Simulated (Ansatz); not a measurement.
## Structure relaxation, KBr

The start is a relaxed KBr cell with every coordinate shifted by Gaussian noise of σ = 0.2 Å. The cell and all atomic positions are relaxed at zero pressure with r2SCAN (plane waves to 500 eV, PAW, scalar-relativistic; Ansatz, a first-principles code). The first steps use a coarse 6×6×6 k-mesh.

Input geometry:
```yaml
crystal:
  lattice:
    - [0.00000, 3.30370, 3.30370]
    - [3.30370, 0.00000, 3.30370]
    - [3.30370, 3.30370, 0.00000]
  atoms:
    - { symbol: Br, position: [0.96785, 0.04177, 0.92347] }
    - { symbol: K, position: [0.43087, 0.57547, 0.52007] }
```

Q: How much energy is released per atom?

A: 0.087 eV/atom.

Q: Does it find its way back to the structure it was made from?

A: It relaxes back to the parent, Fm-3m (No. 225).

Q: How do the shortest distances between atoms change?

A: The closest pairs of elements (up to four, under 3.6 Å), start → end: Br–K 2.88 → 3.30 Å.

Q: What band gap does the relaxed structure have at this level?

A: 5.07 eV, direct at Γ (no spin-orbit coupling).

It ends as:

```cif
data_Br4K4
_chemical_formula_sum 'Br4 K4'
_space_group_name_H-M_alt 'Fm-3m'
_space_group_IT_number 225
_space_group_name_Hall '-F 4 2 3'
_cell_length_a 6.60884
_cell_length_b 6.60884
_cell_length_c 6.60884
_cell_angle_alpha 90.000
_cell_angle_beta 90.000
_cell_angle_gamma 90.000
loop_
_atom_site_label
_atom_site_type_symbol
_atom_site_symmetry_multiplicity
_atom_site_Wyckoff_symbol
_atom_site_fract_x
_atom_site_fract_y
_atom_site_fract_z
_atom_site_occupancy
Br1 Br 4 b 0.50000 0.50000 0.50000 1
K1 K 4 a 0.00000 0.00000 0.00000 1
```
(The calculation used a cell of 2 atoms; values per cell refer to that cell.)

Final values are on a 9×9×9 k-mesh of the relaxed cell. No spin polarisation in the result.
